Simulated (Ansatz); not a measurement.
A relaxed structure of BeS. Space group F-43m (No. 216), zinc blende type. These are r2SCAN (plane waves to 500 eV, PAW, scalar-relativistic; Ansatz, a program for electronic structure) values and carry that method's errors.

```xyz
2
Lattice="0.0000 2.4343 2.4343 2.4343 0.0000 2.4343 2.4343 2.4343 0.0000" Properties=species:S:1:pos:R:3 pbc="T T T"
S      3.6514     3.6514     3.6514
Be     0.0000     0.0000     0.0000
```

### Question
Estimate the band gap that r2SCAN returns for this input.

### Answer
3.59 eV, indirect (valence top at Γ, conduction bottom at X) (no spin-orbit coupling).

### Question
What smallest direct gap does r2SCAN give?

### Answer
6.22 eV at or next to Γ.

No spin polarisation in the result.

The run could not lose the symmetry of its start.

All atoms sit on sites fixed by symmetry, so only the cell could relax.
